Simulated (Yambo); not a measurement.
Consider the following.

```
CELL_PARAMETERS angstrom
      0.00000     3.01597     3.01597
      3.01597     0.00000     3.01597
      3.01597     3.01597     0.00000
ATOMIC_POSITIONS crystal
  Al 0.00000 0.00000 0.00000
  Sb 0.25000 0.25000 0.25000
```

Workflow: PBE (stringent potentials; Quantum ESPRESSO, PseudoDojo norm-conserving, 100 Ry, scalar-relativistic), then G0W0 in Yambo (4×4×4 Γ-centred k mesh, bands 5 to 256 and a 15 Ry block in the screening, 256 bands in G with the Bruneval-Gonze terminator, plasmon pole fitted at 27.2 eV).

Give the PBE and G0W0 gaps between the band edges found on this mesh, and say where the edges lie.

Edges: Γ → X. PBE: 1.12 eV; G0W0: 1.64 eV. Convergence of the G0W0 settings was not tested. Without spin-orbit coupling, band edges of such heavy elements can be off by tenths of an eV.

Geometry strained from the cell relaxed with PBEsol, atoms relaxed again.
